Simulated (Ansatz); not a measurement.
This run works on a generated trial structure, not on a known crystal.

Input and command of a plane-wave DFT calculation in Ansatz:

```yaml
crystal:
  lattice:
    - [4.13054101, 0.0, 0.0]
    - [0.0, 4.14890366, 0.0]
    - [0.0, 0.0, 8.48942794]
  atoms:
    - { symbol: Sc, position: [0.0, 0.0, 0.75411498] }
    - { symbol: Sc, position: [0.0, 0.0, 0.24588502] }
    - { symbol: Al, position: [0.0, 0.5, 0.5] }
    - { symbol: Al, position: [0.5, 0.0, 0.0] }
    - { symbol: Al, position: [0.5, 0.0, 0.5] }
    - { symbol: As, position: [0.5, 0.5, 0.7508437] }
    - { symbol: As, position: [0.5, 0.5, 0.2491563] }
    - { symbol: As, position: [0.0, 0.5, 0.0] }
basis:
  ecutwfc: 420
kpoints:
  mp_grid: { grid: [4, 4, 2] }
hamiltonian:
  xc: pbe
scf:
  occupations: { method: gaussian, width: 0.2 }
  lower_state_search: "off"
output:
  forces: true
  stress: true
  eigenvalues: true
relax:
  adjacent_minimum: "off"
  f_tol: 0.08
  max_steps: 16
  cell: { stress_tol: 0.8 }
```

```bash
ansatz run input.yaml --threads 1 --pin off --max-ram 2560MiB --backend cpu --events-out ev --progress --plain --runs-dir out
```

Processor: Arm Neoverse V1, 1 thread, on a host shared with other jobs.

Question: How long does it run, and how much memory does it take?

Answer: About 63 s, peak memory 0.5 GiB. It solves 46 bands at 18 k points (after reduction by symmetry) with about 2851 plane waves (on the last cell), in 44 SCF iterations over 6 ionic steps.
